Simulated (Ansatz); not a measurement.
Task: AlPd (rock salt, Fm-3m) is relaxed with PBE (plane waves, PAW; program Ansatz). What lattice parameters of the conventional cell result?

Result: a = 5.130 Å.

The start of the workflow was typed in or built on a structure type; neither database checked (COD, Materials Project) lists it. Whether it is the stable phase at ambient conditions was not checked. The cell was relaxed with PBE under the symmetry of its start; whether a distortion lowers the energy is not shown. No spin polarisation was allowed.

Potentials: the later of the program's two PAW sets.
